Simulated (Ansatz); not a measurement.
Cell and atoms are relaxed with the symmetry kept. Start:

```cif
data_structure
_symmetry_space_group_name_H-M 'I4mm'
_symmetry_Int_Tables_number 107
_cell_length_a 4.4276
_cell_length_b 4.4276
_cell_length_c 9.9097
_cell_angle_alpha 90.000
_cell_angle_beta 90.000
_cell_angle_gamma 90.000
_cell_volume 194.27
loop_
_atom_site_label
_atom_site_type_symbol
_atom_site_symmetry_multiplicity
_atom_site_Wyckoff_symbol
_atom_site_fract_x
_atom_site_fract_y
_atom_site_fract_z
_atom_site_occupancy
Sr1 Sr 2 a 0.50000 0.50000 0.49907 1
Si1 Si 2 a 0.00000 0.00000 0.37854 1
Si2 Si 4 b 0.50000 0.00000 0.25583 1
Au1 Au 2 a 0.50000 0.50000 0.13324 1
```

Method: DFT PBEsol, scalar-relativistic, plane waves, PAW (Ansatz).

Cutoff 420 eV; k points 12×12×12 on the computed 5-atom cell (Γ-centred); Gaussian smearing, width 0.10 eV; no spin polarisation.

Task: What does it relax to?

Result: The volume drops by 0.40 Å³/atom to 19.03 Å³/atom, and the energy falls by 2.5 meV/atom. Final structure:
```yaml
crystal:
  lattice:
    - [-2.20269, 2.20269, 4.90215]
    - [2.20269, -2.20269, 4.90215]
    - [2.20269, 2.20269, -4.90215]
  atoms:
    - { symbol: Sr, position: [0.99842, 0.99842, 0.00000] }
    - { symbol: Si, position: [0.37878, 0.37878, 0.00000] }
    - { symbol: Si, position: [0.25611, 0.75611, 0.50000] }
    - { symbol: Si, position: [0.75611, 0.25611, 0.50000] }
    - { symbol: Au, position: [0.63307, 0.63307, 0.00000] }
```

Spin–orbit coupling is left out, which can shift energies with elements as heavy as these.